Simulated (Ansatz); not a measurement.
Rough cost of magnetic runs on TiCo₃ (Pm-3m) in Ansatz 0.2.0, 2 threads of Arm Neoverse V2, on a shared host.

```
CELL_PARAMETERS angstrom
3.57100 0.00000 0.00000
0.00000 3.57100 0.00000
0.00000 0.00000 3.57100
ATOMIC_POSITIONS crystal
Ti 0.00000 0.00000 0.00000
Co 0.00000 0.50000 0.50000
Co 0.50000 0.00000 0.50000
Co 0.50000 0.50000 0.00000
```

| run | functional, mesh | k points solved | bands | iterations | wall time (s) | peak memory (GiB) |
| --- | --- | --- | --- | --- | --- | --- |
| LAPW: volume scaled by 0.76 | PBEsol, 10×10×10 | 56 | 45 | 24 | 100 | 0.94 |
| PAW: volume scaled by 1.12, no spin polarisation | PBEsol, 10×10×10 | 56 | 38 | 8 | 3.7 | 0.39 |
| PAW: no spin polarisation | PBEsol, 10×10×10 | 56 | 38 | 8 | 2.9 | 0.38 |
| PAW: volume scaled by 0.88, start moments a quarter as large | PBEsol, 10×10×10 | 56 | 39 | 23 | 9.8 | 0.41 |
| PAW: volume scaled by 0.76, no spin polarisation | PBEsol, 10×10×10 | 56 | 38 | 8 | 2.6 | 0.36 |
| PAW: free moments from the typed start | PBEsol, 10×10×10 | 56 | 42 | 18 | 11 | 0.44 |
| AE-PAW: volume scaled by 0.76 | PBEsol, 10×10×10 | 56 | 42 | 21 | 36 | 1.2 |
| LAPW: volume scaled by 0.82, no spin polarisation | PBEsol, 10×10×10 | 56 | 42 | 11 | 24 | 0.61 |
| PAW: volume scaled by 1.12 | PBEsol, 10×10×10 | 56 | 42 | 16 | 11 | 0.45 |

Problem. Roughly how much dearer is an iteration by LAPW than by PAW among the runs with the first row's mesh and spin treatment (collinear)?

Solution. About 7 times (medians of wall time over iterations; times from a shared host are rough).
